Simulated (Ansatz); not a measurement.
**Scan of one atom of the cell for SnSe2 (CdI2 type)**

SnSe2 (CdI2 type)

```
CELL_PARAMETERS angstrom
      7.58729     0.00000     0.00000
     -1.89682     3.28539     0.00000
      0.00000     0.00000     5.74380
ATOMIC_POSITIONS crystal
  Sn 0.00000 0.00000 0.00000
  Sn 0.50000 0.00000 0.00000
  Se 0.16667 0.66667 0.27602
  Se 0.66667 0.66667 0.27602
  Se 0.33333 0.33333 0.72398
  Se 0.83333 0.33333 0.72398
```

In this cell atom 4 (Se, nearest neighbour Sn at 2.704 Å; its periodic images, 3.8 Å or more away, move with it) is moved by s along Cartesian [110], unit vector (0.707, 0.707, 0.000); all other atoms and the cell stay fixed.

These are PBEsol-D3(BJ) (plane waves to 420 eV, PAW, scalar-relativistic; Ansatz, a quantum-chemistry and plane-wave program) values and carry that method's errors. k mesh 4×8×5 (Γ-centred), Fermi-Dirac smearing 0.05 eV. E stands for the smeared free energy. Stress and pressure are positive under compression. With partly filled bands, energies and forces of such displacements shift with the k mesh and the smearing. F∥ is the force on the atom along that direction. F⊥ is the part of the force across the line. At this level the bands of SnSe2 touch or barely overlap; measurements give the solid a gap. SnSe2 was relaxed with its symmetry unable to fall. ΔE is measured from the undisplaced structure.

```tsv
s (Å)	ΔE (meV/cell)	|F⊥| (eV/Å)	P (GPa)	F∥ (eV/Å)
-0.810	1334	2.683	4.4	2.729
-0.648	914	1.818	3.0	2.447
-0.486	548	1.071	1.8	2.047
-0.324	258	0.495	0.8	1.504
-0.162	68	0.124	0.2	0.820
0.000	0	0.014	0.0	0.000
0.162	76	0.186	0.3	-0.960
0.324	319	0.776	1.1	-2.073
0.486	760	1.910	2.5	-3.417
0.648	1441	3.788	4.8	-5.031
0.810	2404	6.657	7.8	-6.903
```

Read from the data:

The energy at s = 0.810 Å is 2404 meV/cell, the force along the line at s = -0.810 Å comes out as 2.73 eV/Å and the force constant k = d²E/ds² at s = 0 (finite differences) comes out as 5.48 eV/Å². Symmetry of the curve: not even: the positive side lies higher at ±0.810 Å. Shape of the curve: a single well with its minimum at or next to zero displacement. Harmonic estimate at the end of the scan: ½ks² = 1799 meV/cell against the computed 2404 meV/cell, so the well is stiffer than harmonic there.

(A displaced cell: forces are minus the slopes of the energy, force constants its curvatures, and phonons follow from these.)
